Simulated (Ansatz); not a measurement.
NaCl (rock salt), relaxed and computed with several functionals in Ansatz (plane waves, PAW). Much of their spread follows the volume that each gives.

| functional | V (Å³/atom) | B₀ by P(V) fit (GPa) |
|---|---|---|
| r²SCAN | 22.04 | ? |
| PBEsol | 21.97 | 25.8 |
| HSE06 | 22.57 | 25.0 |
| PBE | 23.09 | 23.6 |

Q: Fit a straight line to ln B₀ against ln V and predict the withheld value.

A: Least squares on the 3 shown rows: ln B₀ = -1.77 × ln V + (8.724), with a scatter of 1 %. For r²SCAN this gives 25.8. The run itself gave 27.5, outside the scatter: the line misses something about this case.

All cells were relaxed under the symmetry of their starts (and spin orders); stability against distortions was not tested throughout.

Potentials: the later of the program's two PAW sets.

Ansatz (a first-principles code) is a plane-wave DFT program.
